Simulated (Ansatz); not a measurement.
Relaxed-ion elastic tensor of KTaO$_{3}$ (cubic perovskite, Pm-3m) in GPa (Voigt order), PBE (plane waves, PAW; program Ansatz); density 6.83 g/cm³, 13.04 Å³ per atom.

```
 415  75.1  75.1   0.0   0.0   0.0
75.1   415  75.1   0.0   0.0   0.0
75.1  75.1   415   0.0   0.0   0.0
 0.0   0.0   0.0  98.5   0.0   0.0
 0.0   0.0   0.0   0.0  98.5   0.0
 0.0   0.0   0.0   0.0   0.0  98.5
```

Problem. Is the crystal mechanically stable?

Solution. Yes: the smallest eigenvalue of C is 98.5 GPa.

Problem. Work out the Voigt, Reuss and Hill averages.

Solution. K_V = 188, K_R = 188, K_H = 188; G_V = 127, G_R = 118, G_H = 123 GPa.

Problem. Give Young's modulus, Poisson's ratio, Pugh's ratio and the universal anisotropy index.

Solution. E = 9KG/(3K + G) = 302 GPa; ν = 0.23; K/G = 1.54 (brittle by the Pugh limit of 1.75); A_U = 5G_V/G_R + K_V/K_R − 6 = 0.37.

Problem. Estimate the sound speeds and the Debye temperature.

Solution. v_l = √((K + 4G/3)/ρ) = 7180 m/s, v_t = √(G/ρ) = 4240 m/s, mean 4700 m/s; Θ = (h/k)(3n/4πV)^(1/3) v_m = 594 K.

Problem. Give the Zener ratio and Young's modulus along [100], [110] and [111].

Solution. A = 2C44/(C11 − C12) = 0.58; 1/E = S11 − 2(S11 − S12 − S44/2)Γ with Γ = 0, 1/4, 1/3 gives 392, 276, 252 GPa.

Problem. Solve the Christoffel equation for the three sound speeds along [100], [110], [111].

Solution. Eigenvalues of C_ijkl n_j n_l equal ρv². In km/s, slowest first: [100] 3.80, 3.80, 7.79; [110] 3.80, 4.99, 7.09; [111] 4.62, 4.62, 6.84.

Symmetry was held in the PBE relaxation. At this level the phase is dynamically unstable (imaginary phonons). No spin polarisation was allowed. Spin–orbit coupling is left out wherever it is not named.

Potentials: the later of the program's two PAW sets.
